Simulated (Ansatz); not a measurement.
Rocksalt alloy of LiF and NaF (26 of 32 Li sites exchanged), 64 atoms

Theory: DFT, PBEsol, PAW, plane waves (Ansatz 0.2.0).

Command:

```sh
ansatz run in.yaml --threads 8 --pin off --max-ram 76000MiB --runs-dir r --events-out ev --progress --plain --backend cuda --devices 0,
```

The input less its lattice and atoms:

```yaml
crystal:
  symmetry: { detect: false }
kpoints:
  mp_grid: { grid: [1, 1, 1], shift: [0.25, 0.25, 0.25] }
hamiltonian:
  xc: pbesol
scf:
  occupations: { method: fermi_dirac, width: 0.01 }
relax:
  f_tol: 0.03
  max_steps: 80
  escape_saddle: false
  adjacent_minimum: "off"
  cell: { fix: [shape] }
output:
  forces: true
  eigenvalues: true
  populations: true
```

Start:

```
F Na Li
1.0
     9.02349    0.00000    0.00000
     0.00000    9.02349    0.00000
     0.00000    0.00000    9.02349
F Na Li
32 26 6
Direct
  0.25096 0.99674 0.00149
  0.25226 0.00162 0.49922
  0.25328 0.50147 0.99682
  0.25244 0.49945 0.50107
  0.74914 0.00107 0.00199
  0.74981 0.00112 0.49997
  0.74956 0.49856 0.99876
  0.74988 0.49764 0.50066
  0.00356 0.24733 0.99938
  0.00115 0.25150 0.49827
  0.00008 0.74977 0.00083
  0.00018 0.75095 0.49877
  0.49843 0.25318 0.00145
  0.49946 0.25083 0.50416
  0.49893 0.75034 0.00006
  0.49707 0.75132 0.49949
  0.99867 0.00154 0.25064
  0.99998 0.00526 0.74877
  0.99624 0.49889 0.24879
  0.00443 0.49820 0.74772
  0.50275 0.99779 0.24960
  0.50328 0.99486 0.74932
  0.49786 0.49963 0.24838
  0.50012 0.50345 0.74957
  0.24744 0.25091 0.24854
  0.24867 0.25136 0.74803
  0.25047 0.75013 0.24563
  0.24839 0.75301 0.74927
  0.75241 0.24957 0.24558
  0.75169 0.24916 0.75041
  0.75243 0.74630 0.24755
  0.75093 0.75365 0.74727
  0.99649 0.99887 0.00061
  0.00394 0.00342 0.49971
  0.99929 0.49651 0.99842
  0.49882 0.00182 0.00278
  0.49767 0.99860 0.49831
  0.49841 0.49807 0.99730
  0.50102 0.50264 0.50086
  0.24852 0.24669 0.00067
  0.25225 0.25015 0.50112
  0.25337 0.75170 0.00281
  0.25243 0.74960 0.49806
  0.75138 0.24804 0.99515
  0.74589 0.24992 0.49933
  0.75476 0.75056 0.99920
  0.75099 0.75187 0.50076
  0.25221 0.99948 0.25535
  0.25248 0.49874 0.25284
  0.24954 0.49876 0.75114
  0.75421 0.00099 0.75354
  0.75058 0.50195 0.25125
  0.75167 0.50291 0.74974
  0.99898 0.74462 0.25012
  0.50345 0.25158 0.25208
  0.49855 0.24821 0.74907
  0.50243 0.75323 0.25194
  0.49825 0.74970 0.74847
  0.99845 0.49622 0.50292
  0.24996 0.99976 0.74935
  0.74922 0.00196 0.25091
  0.00050 0.25155 0.24943
  0.00097 0.24729 0.74935
  0.00075 0.75338 0.74817
```

Steps:

```csv
step,energy less the first (eV),largest force component (eV/Å),pressure (GPa)
start,0.000,0.592,1.31
1,-0.492,0.368,0.84
2,-0.863,0.199,0.61
3,-0.863,0.116,-0.32
4,-0.891,0.071,-0.17
5,-0.914,0.197,0.39
6,-0.937,0.024,0.01
7,-0.984,0.024,0.14
8,-0.981,0.004,0.01
9,-0.986,0.004,0.02
```

A structure on the way, about -0.86 eV from the start:

```xyz
64
Lattice="9.0362 0.0000 0.0000 0.0000 9.0362 0.0000 0.0000 0.0000 9.0362" Properties=species:S:1:pos:R:3 pbc="T T T"
F     2.2656    9.0309    8.9537
F     2.2567    0.0020    4.5764
F     2.2668    4.5251    9.0184
F     2.1904    4.5186    4.5268
F     6.7763    9.0357    0.0846
F     6.7837    9.0355    4.4286
F     6.7815    4.5146    0.0094
F     6.8613    4.5110    4.5081
F     0.0110    2.2772    8.9885
F     0.0081    2.3836    4.5595
F     0.0007    6.7702    8.9336
F     0.0049    6.6984    4.6376
F     4.5206    2.2679    0.0001
F     4.5239    2.2721    4.5208
F     4.5158    6.7712    9.0245
F     4.5120    6.7655    4.5271
F     8.8967    0.1667    2.2729
F     0.1194    0.0932    6.7581
F     9.0289    4.4119    2.3385
F     0.0198    4.4708    6.6542
F     4.5915    0.0088    2.2587
F     4.4676    9.0298    6.7736
F     4.5309    4.5006    2.2663
F     4.5102    4.5240    6.7664
F     2.1384    2.2421    2.2559
F     2.1180    2.1373    6.7713
F     2.2371    6.8021    2.2486
F     2.1204    6.8901    6.7737
F     6.9595    2.1033    2.2561
F     6.8994    2.2329    6.7786
F     6.8032    6.8458    2.2571
F     6.9088    6.8023    6.7734
Na    9.0337    0.0313    9.0228
Na    0.0055    0.0510    4.5273
Na    0.0045    4.5004    8.9964
Na    4.5191    0.0025    0.0010
Na    4.5148    9.0308    4.5166
Na    4.5197    4.5136    9.0344
Na    4.5257    4.5224    4.5170
Na    2.2233    2.2408    9.0261
Na    2.2252    2.2606    4.5287
Na    2.2465    6.7955    9.0109
Na    2.2330    6.7750    4.5442
Na    6.8263    2.2381    9.0345
Na    6.8223    2.2548    4.5154
Na    6.8024    6.7934    0.0011
Na    6.8128    6.7788    4.5201
Na    2.2242    0.0198    2.2652
Na    2.2367    4.4993    2.2767
Na    2.2202    4.5009    6.7611
Na    6.8446    0.0008    6.7786
Na    6.8190    4.4893    2.2747
Na    6.8259    4.5192    6.7618
Na    9.0180    6.7633    2.2903
Na    4.5710    2.2399    2.2559
Na    4.4871    2.2344    6.7749
Na    4.5426    6.8004    2.2580
Na    4.4904    6.7996    6.7771
Li    0.0038    4.4533    4.5946
Li    2.1653    0.0058    6.7770
Li    6.8280    0.0502    2.2591
Li    9.0067    2.2733    2.2938
Li    0.0455    2.2384    6.7329
Li    0.0430    6.7812    6.7318
```

End:

```
F Na Li
1.0
     9.08483    0.00000    0.00000
     0.00000    9.08483    0.00000
     0.00000    0.00000    9.08483
F Na Li
32 26 6
Direct
  0.24954 0.00020 0.98681
  0.24854 0.00014 0.51157
  0.25016 0.50018 0.99841
  0.23995 0.50029 0.50086
  0.75160 0.00072 0.01505
  0.75253 0.00066 0.48624
  0.75066 0.49987 0.00141
  0.76136 0.50005 0.49904
  0.00069 0.25226 0.97079
  0.00059 0.26575 0.49569
  0.00039 0.74708 0.99326
  0.00035 0.73907 0.51196
  0.50039 0.25121 0.00059
  0.50027 0.25239 0.49948
  0.50016 0.74928 0.99761
  0.50017 0.74812 0.50152
  0.99018 0.00716 0.25230
  0.01093 0.01654 0.74687
  0.99915 0.48434 0.25869
  0.00194 0.51250 0.73368
  0.49938 0.00291 0.25008
  0.50294 0.99966 0.74957
  0.50159 0.49788 0.25127
  0.49857 0.50031 0.74852
  0.22868 0.24819 0.25045
  0.23526 0.23856 0.74875
  0.24744 0.75235 0.24964
  0.23074 0.76465 0.74878
  0.77013 0.23806 0.25103
  0.76403 0.24728 0.74897
  0.75331 0.75972 0.25008
  0.76909 0.75240 0.74934
  0.00040 0.00118 0.99875
  0.00031 0.00202 0.50127
  0.00028 0.49745 0.99486
  0.50067 0.00016 0.99991
  0.50066 0.00003 0.49970
  0.50051 0.50036 0.99994
  0.50058 0.50048 0.49985
  0.24537 0.24815 0.99843
  0.24633 0.24991 0.50230
  0.24718 0.75218 0.99560
  0.24713 0.75036 0.50252
  0.75632 0.24839 0.00096
  0.75470 0.25003 0.50067
  0.75329 0.75227 0.00004
  0.75347 0.75055 0.49924
  0.24514 0.00207 0.24932
  0.24675 0.49843 0.25142
  0.24530 0.49865 0.74825
  0.75776 0.99974 0.75038
  0.75393 0.49824 0.25162
  0.75582 0.49870 0.74857
  0.99852 0.74617 0.25312
  0.50460 0.24723 0.24972
  0.49717 0.24622 0.75043
  0.50311 0.75423 0.24929
  0.49655 0.75363 0.74977
  0.99991 0.49407 0.51118
  0.22804 0.99876 0.74970
  0.76995 0.00855 0.24954
  0.99899 0.26394 0.27905
  0.00773 0.23330 0.75906
  0.00215 0.73015 0.73545
```

The calculation finished and met its thresholds.

Time: 12 s of wall time on one NVIDIA GB300 with 8 processor threads, on a host shared with other runs; peak host memory 1.8 GiB.

Question: How much energy did the relaxation gain, and which atom moved most?

Answer: 0.99 eV in 9 steps, from a start with small random displacements; atom 62 (Li) moved 0.29 Å, the median atom 0.06 Å (drift of the whole cell removed).
